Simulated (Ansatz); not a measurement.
ScB (rock salt, Fm-3m) under volume change, PBEsol in the plane-wave PAW code Ansatz, scaled uniformly.

```json
[
 {"V (Å³/atom)": "13.278", "E − E(relaxed) (meV/atom)": "48.0", "P (GPa)": "12.62"},
 {"V (Å³/atom)": "13.716", "E − E(relaxed) (meV/atom)": "[?]", "P (GPa)": "[?]"},
 {"V (Å³/atom)": "14.154", "E − E(relaxed) (meV/atom)": "4.8", "P (GPa)": "3.61"},
 {"V (Å³/atom)": "14.591", "E − E(relaxed) (meV/atom)": "0.0", "P (GPa)": "0.00"},
 {"V (Å³/atom)": "15.029", "E − E(relaxed) (meV/atom)": "4.4", "P (GPa)": "-3.13"},
 {"V (Å³/atom)": "15.467", "E − E(relaxed) (meV/atom)": "16.7", "P (GPa)": "-5.84"},
 {"V (Å³/atom)": "15.905", "E − E(relaxed) (meV/atom)": "[?]", "P (GPa)": "[?]"}
]
```

Problem. Some entries are withheld; supply them.

Solution. 
- 13.716, E − E(relaxed) (meV/atom): 20.3
- 13.716, P (GPa): 7.79
- 15.905, E − E(relaxed) (meV/atom): 35.9
- 15.905, P (GPa): -8.18

Problem. What does a third-order Birch–Murnaghan fit give for V₀, B₀ and B′?

Solution. V₀ = 14.59 Å³/atom, B₀ = 112 GPa, B′ = 3.8.

The cell is a constructed one: a structure type filled with these elements; neither database checked (COD, Materials Project) lists it. Its standing as an ambient phase is unchecked. The PBEsol relaxation kept the symmetry of its start. At this level the phase is mechanically unstable. No spin polarisation was allowed.

Potentials: the earlier of the program's two PAW sets. The files were generated under PBE; for other functionals the program regenerates the frozen cores, and for LDA and PBEsol the local potential too.
